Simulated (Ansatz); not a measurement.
BN:
```
BN
1.0
    2.50011     0.00000     0.00000
   -1.25005     2.16516     0.00000
    0.00000     0.00000     4.02234
B N
2 2
Direct
  0.00000   0.00000   0.00000
  0.00000   0.00000   0.50000
  0.33333   0.66667   0.25000
  0.66667   0.33333   0.75000
```

Relaxed with PBE. Special points in fractions of this cell's reciprocal vectors: Γ (0.000, 0.000, 0.000); M (0.500, 0.000, 0.000); K (0.333, 0.333, 0.000); A (0.000, 0.000, 0.500); L (0.500, 0.000, 0.500); H (0.333, 0.333, 0.500).

Problem. List the band energies nearest the valence-band maximum at these points for PBE (plane waves, PAW; program Ansatz).

Solution. In eV from the valence-band maximum; about four levels below and three above (degenerate sets whole), none deeper than 8.9 eV; … stands for higher levels left out; points with the same levels are listed once.

```json
[
 {"k": "Γ", "below": "-1.44 -1.44 -0.66 -0.66 -0.23", "above": "5.71 7.90 8.25 8.25"},
 {"k": "M", "below": "-8.22 -5.63 -4.33 -0.58", "above": "5.35 5.44 6.01"},
 {"k": "K", "below": "-6.23 -6.23 -6.10 -6.10", "above": "1.48 10.61 10.61"},
 {"k": "A", "below": "-0.94 -0.94 -0.94 -0.94", "above": "6.95 6.95 …"},
 {"k": "L", "below": "-3.85 -3.85 -3.27 -3.27", "above": "4.65 4.65 7.56 7.56"},
 {"k": "H", "below": "-0.82 -0.82", "above": "6.07 6.07 6.14 6.14"}
]
```

Space group P6_3/mmc (NiAs type). The cell is a constructed one: a structure type filled with these elements. Its sites differ from those of the usual phase in this space group: another stacking or structure type. Symmetry was held in the PBE relaxation. At this level the phase is dynamically unstable (imaginary phonons). Its formation energy is positive at this level, so the cell may be metastable or incomplete.

Potentials: the later of the program's two PAW sets.
